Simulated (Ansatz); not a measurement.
## Al₃InSb₄ (P-4m2) at 3 levels of theory

One geometry, relaxed with PBE; plane waves with PAW potentials in Ansatz, scalar-relativistic unless the row names spin-orbit coupling. No spin polarisation but for the spin–orbit row. Gaps are the least over mesh and band path; pressure is positive in compression.

```cif
data_structure
_symmetry_space_group_name_H-M 'P 1'
_symmetry_Int_Tables_number 1
_cell_length_a 4.4725
_cell_length_b 4.4725
_cell_length_c 12.6406
_cell_angle_alpha 90.000
_cell_angle_beta 90.000
_cell_angle_gamma 90.000
_cell_volume 252.85
loop_
_atom_site_label
_atom_site_type_symbol
_atom_site_fract_x
_atom_site_fract_y
_atom_site_fract_z
_atom_site_occupancy
Al1 Al 0.00000 0.00000 0.25753 1
Al2 Al 0.50000 0.50000 0.50000 1
Al3 Al 0.00000 0.00000 0.74247 1
In1 In 0.50000 0.50000 0.00000 1
Sb1 Sb 0.50000 0.00000 0.86220 1
Sb2 Sb 0.00000 0.50000 0.13780 1
Sb3 Sb 0.50000 0.00000 0.37882 1
Sb4 Sb 0.00000 0.50000 0.62118 1
```

```tsv
level	cutoff (eV)	k mesh	gap (eV)	pressure (GPa)
PBE	420	6×6×2	0.72	0.0
PBE with spin-orbit coupling	420	6×6×2	0.52	0.0
PBEsol	420	6×6×2	0.67	-1.8
```

Spin-orbit coupling matters for the bands of heavy elements and enters only rows that name it.

The cell was found from a structure generator's guess, not taken from experiment.
